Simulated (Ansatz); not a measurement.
GaP:
Space group F-43m (No. 216); a = b = c = 5.391 Å, α = β = γ = 90.00°

| atom | site | symmetry | x | y | z |
|---|---|---|---|---|---|
| P | 4c | -43m | 0.2500 | 0.2500 | 0.2500 |
| Ga | 4a | -43m | 0.0000 | 0.0000 | 0.0000 |
(The calculation used a cell of 2 atoms; values per cell refer to that cell.)

Relaxed with the program Ansatz at the LDA level (PAW). Indices refer to the conventional cell of F-43m, a = 5.391 Å, b = 5.391 Å, c = 5.391 Å, α = 90.00°, β = 90.00°, γ = 90.00°.

Simulate the powder diffraction pattern (Cu Kα, λ = 1.54184 Å; lines above 1 %) up to 2θ = 90°.

Simulated powder pattern, Cu Kα, λ = 1.54184 Å (kinematic, ideal powder, no thermal factors, no anomalous dispersion; the 30 strongest lines at most, above 1 %, up to 2θ = 90°):

| 2θ (°) | d (Å) | I/Imax (%) | hkl |
|---|---|---|---|
| 28.68 | 3.113 | 100 | (111) |
| 33.24 | 2.696 | 14 | (200) |
| 47.71 | 1.906 | 60 | (220) |
| 56.62 | 1.626 | 42 | (311) |
| 59.39 | 1.556 | 3.7 | (222) |
| 69.78 | 1.348 | 9.3 | (400) |
| 77.12 | 1.237 | 16 | (331) |
| 79.51 | 1.206 | 4.4 | (420) |
| 88.94 | 1.100 | 20 | (422) |

The LDA relaxation kept the symmetry of its start; phonons on a q-mesh show no instability. Spin–orbit coupling is left out wherever it is not named.

Potentials: the later of the program's two PAW sets.
